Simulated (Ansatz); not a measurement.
A geometry of Al$_{2}$O$_{3}$ away from equilibrium: step 5 of the relaxation of a relaxed Al2O3 cell, doubled along one cell vector, shaken by Gaussian noise of σ = 0.08 Å a coordinate. Calculation: r2SCAN (plane waves to 500 eV, PAW, scalar-relativistic; Ansatz, a first-principles code). Γ-centred k-mesh 9×5×9 on the run's cell (coarser than for final values), Fermi–Dirac smearing 0.05 eV.

```xyz
10
Lattice="1.4331 0.8200 7.1551 -2.8135 1.6843 14.2944 0.0324 -1.6583 7.1507" Properties=species:S:1:pos:R:3:forces:R:3 pbc="T T T" free_energy=-5588.333 pressure_GPa=0.5
Al     0.0984    -0.0028     8.5414    0.0448    0.0116   -0.1835
Al    -1.2877     0.8764    15.6737    0.0106   -0.0617   -0.0475
Al     0.0325    -0.0527    12.9567    0.0185   -0.0063   -0.1377
Al    -1.3907     0.7661    20.1025    0.0292   -0.0321   -0.1858
O      0.0617    -0.0295     0.0079   -0.0236    0.0387    0.1095
O     -1.3768     0.7501     7.1570    0.0087    0.0219    0.0263
O      0.0290    -0.0463     5.1202   -0.0405    0.0013    0.1412
O     -1.3920     0.7712    12.2719   -0.0212   -0.0199    0.1242
O      0.1039    -0.0135    16.3495   -0.0193    0.0334    0.0764
O     -1.2803     0.8609    23.4918   -0.0071    0.0132    0.0777
```

Positions in Å, forces in eV/Å, free energy of the cell in eV (comparable only within this code, potentials and settings). Largest force: 0.19 eV/Å, on Al1, Al4 (atoms numbered as listed); the geometry lies 0.02 eV/atom above the end of its relaxation.

No spin polarisation in the result. Without a van der Waals term the distances between weakly bound units are poorly fixed.

The end of the path is a generated cell of Al2O3: the first start was made by placing the elements on the sites of a structure type, and the end was not matched to a known phase here, so it may be hypothetical. Known forms of Al2O3 include space group No. 167.
